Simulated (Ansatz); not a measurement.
TiC in space group P6_3/mmc (No. 194; Ti on 2c, C on 2d) at seven volumes, plane-wave PAW r²SCAN (Ansatz code), shape and atoms relaxed at each. One row is withheld.

| V (Å³/atom) | P (GPa) |
|---|---|
| 10.971 | ? |
| 11.333 | 14.20 |
| 11.695 | 6.58 |
| 12.056 | 0.00 |
| 12.418 | -5.68 |
| 12.780 | -10.57 |
| 13.141 | -14.78 |

**Question.** Fit the shown pressures and predict the withheld one.

**Answer.** P = (3/2)B₀(x^(7/2) − x^(5/2))[1 + (3/4)(B′ − 4)(x − 1)] with x = (V₀/V)^(2/3). Least squares on the six rows gives V₀ = 12.056 Å³/atom, B₀ = 203 GPa, B′ = 3.94. At V = 10.971, x = 1.0649 and P = 23.05 GPa. The run itself gave 23.05 GPa.

The start of the workflow was typed in or built on a structure type; neither database checked (COD, Materials Project) lists it. It is not the phase usual at ambient conditions (space group No. 225). The r²SCAN relaxation kept the symmetry of its start; whether a distortion lowers the energy is not shown. The run is not spin-polarised. The volume moved by -16 % from the start of the relaxation.

Potentials: the later of the program's two PAW sets.
